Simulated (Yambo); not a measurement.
Excitons in RbCl

```
CELL_PARAMETERS angstrom
      0.00000     3.27043     3.27043
      3.27043     0.00000     3.27043
      3.27043     3.27043     0.00000
ATOMIC_POSITIONS crystal
  Cl 0.50000 0.50000 0.50000
  Rb 0.00000 0.00000 0.00000
```

Cell and atoms were relaxed with PBEsol from Materials Project entry mp-23295, within its symmetry.

BSE in Yambo on PBEsol (Quantum ESPRESSO, PseudoDojo norm-conserving, 58 Ry, with spin-orbit coupling) bands: 6×6×6 mesh, 6 valence and 8 conduction bands, static screening with 68 bands and a 4 Ry block, scissor 2.96 eV, Tamm-Dancoff; field along x.

| state | energy (eV) | states within 2 meV | relative strength | class | main transitions |
|---|---|---|---|---|---|
| 1 | 6.72 | 5 | < 0.01 | dark | several band pairs |
| 2 | 6.77 | 3 | 0.28 | strong | several band pairs |
| 3 | 6.84 | 1 | < 0.01 | dark | several band pairs |
| 4 | 6.91 | 3 | 1.00 | strong | several band pairs |
| 5 | 7.35 | 5 | < 0.01 | dark | several band pairs |
| 6 | 7.38 | 3 | 0.26 | strong | several band pairs |
| 7 | 7.48 | 1 | < 0.01 | dark | several band pairs |
| 8 | 7.50 | 3 | 0.26 | strong | several band pairs |

These are vertical excitations (zero momentum). The direct quasiparticle gap on this mesh is 7.81 eV; counted from there, state 1 is bound by 1.09 eV. On a 4×4×4 mesh the same difference is 1.24 eV, so it isn't converged.

Strengths are relative to the strongest of the lowest states of this run; strong means a line over 3 % of the spectrum's maximum, dark under 0.03 %. Absolute energies carry the error of the G0W0 scissor, whose convergence isn't established.
